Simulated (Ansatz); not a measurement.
## 5 guesses for Zr2Br3Cl and where they end

Method: Ansatz 0.2.0, DFT PBE, scalar-relativistic, plane waves, PAW. All cells share a 420 eV cutoff and Γ-centred k meshes spaced at most about 0.3 Å⁻¹ (about 0.25 or finer for metals, 2π included). Collinear spin in cells that started with moments and kept them past the coarse steps, no spin elsewhere.

Each guess was relaxed in cell and atoms at zero pressure, within the symmetry of its start. These are static total energies at zero pressure. Coordination counts Br or Cl atoms around Zr (for each partner element, those within 1.25 times its shortest distance or 1.15 times the sum of covalent radii, where it is the nearest in units of that sum or under 1.3; a plus sign parts groups by distance over the sum of covalent radii; a slash parts the counts of unlike sites).

| guess | made from | start group | V start (Å³/atom) | end group | V end (Å³/atom) | coordination at the end | gap on mesh (eV) | largest moment (μB) | E over the lowest end (meV/atom) |
| --- | --- | --- | --- | --- | --- | --- | --- | --- | --- |
| 1 | NdB2Rh3 type | P6/mmm | 26.1 | ? | ? | ? | ? | ? | ? |
| 2 | Hf2Sb3Pd type | P-4m2 | 25.6 | P-4m2 | 26.4 | Zr 5 | 0 | 1.1 | 43 |
| 3 | LaAl2Ag3 type | Cmmm | 27.0 | Cmmm | 25.6 | Zr 6 | 0 | - | 219 |
| 4 | random cell | P-6m2 | 29.7 | P-6m2 | 28.6 | Zr 5/3+6 | 0 | 1.1 | 0 |
| 5 | Li2ZnCu3 type | R-3m | 30.2 | R-3m | 33.0 | Zr 6 | 0 | - | 900 |

Guess 1 as it starts:

```cif
data_structure
_symmetry_space_group_name_H-M 'P 1'
_symmetry_Int_Tables_number 1
_cell_length_a 6.8080
_cell_length_b 6.8080
_cell_length_c 3.8999
_cell_angle_alpha 90.000
_cell_angle_beta 90.000
_cell_angle_gamma 120.000
_cell_volume 156.54
loop_
_atom_site_label
_atom_site_type_symbol
_atom_site_fract_x
_atom_site_fract_y
_atom_site_fract_z
_atom_site_occupancy
Zr1 Zr 0.33333 0.66667 0.00000 1
Zr2 Zr 0.66667 0.33333 0.00000 1
Br1 Br 0.50000 0.00000 0.50000 1
Br2 Br 0.50000 0.50000 0.50000 1
Br3 Br 0.00000 0.50000 0.50000 1
Cl1 Cl 0.00000 0.00000 0.00000 1
```

Problem. Predict the end of this guess and its energy over the lowest end.

Solution. It ends in space group P6/mmm (No. 191), with a = 6.474 Å, c = 4.287 Å, 25.9 Å³/atom and no gap, with moments up to 0.9 μB. It lies 166 meV/atom over the lowest end, above guess 2 and below guess 3. Counting Br or Cl atoms around Zr, this end has Zr 6 and the lowest (guess 4) has Zr 5/3+6.

```
CELL_PARAMETERS angstrom
6.47370 0.00000 0.00000
-3.23685 5.60639 0.00000
0.00000 0.00000 4.28674
ATOMIC_POSITIONS crystal
Zr 0.33333 0.66667 0.00000
Zr 0.66667 0.33333 0.00000
Br 0.50000 0.00000 0.50000
Br 0.50000 0.50000 0.50000
Br 0.00000 0.50000 0.50000
Cl 0.00000 0.00000 0.00000
```

The zero of energy is the elements' standard structures at the same level (Cl₂ as a molecule); no fitted shifts are applied. The references include crystalline Br.

Problem. Is the lowest end bound against the elements?

Solution. Yes: its formation energy is −0.67 eV/atom. Whether it is stable depends on the other phases of the system, which aren't compared here.

No dispersion correction is applied, so the spacing and binding between layers, chains or molecules are poorly described (R-3m), and this can change margins and order among such cells. The reference form of Br is held partly by dispersion forces, which this level lacks. The magnetic state reached may not be the lowest. Cells relaxed within their symmetry can be saddle points. A lower structure may well exist outside this small set. Some types were kept out of the candidates beforehand, so the set may lack a known form.
